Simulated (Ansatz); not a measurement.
Cu Kα1 powder pattern (kinematic, no thermal factors).
| 2θ (°) | relative intensity |
| --- | --- |
| 10.27 | 5 |
| 20.62 | 1 |
| 22.48 | 4 |
| 26.88 | 100 |
| 31.13 | 1 |
| 32.87 | 2 |
| 34.12 | 1 |
| 37.64 | 1 |
| 44.61 | 24 |
| 44.62 | 49 |
| 52.85 | 30 |
| 52.87 | 15 |
| 64.92 | 8 |
| 64.95 | 4 |
| 71.59 | 6 |
| 71.61 | 12 |
| 82.20 | 16 |
| 82.22 | 8 |
| 88.41 | 7 |
| 88.42 | 3 |
| 88.45 | 3 |

The pattern is computed from a structure relaxed with DFT PBE, scalar-relativistic, plane waves, PAW (Ansatz). No spin polarisation. Its elements are Al, As, Ga.

**Question.** Give the structure.

**Answer.** AlGa2As3.
Space group I-4m2 (No. 119). a = 4.059 Å, b = 4.059 Å, c = 17.215 Å, α = 90.00°, β = 90.00°, γ = 90.00°
```json
{"atom": "Al", "site": "2a", "symmetry": "-4m2", "x": "0.0000", "y": "0.0000", "z": "0.0000"}
{"atom": "Ga", "site": "4e", "symmetry": "2mm.", "x": "0.5000", "y": "0.5000", "z": "0.1666"}
{"atom": "As", "site": "2d", "symmetry": "-4m2", "x": "0.5000", "y": "0.0000", "z": "0.2500"}
{"atom": "As", "site": "4f", "symmetry": "2mm.", "x": "0.0000", "y": "0.5000", "z": "0.4172"}
```

A pattern alone doesn't exclude other cells with like lines; this is the one computed.

The cell was found from a structure generator's guess, not taken from experiment.
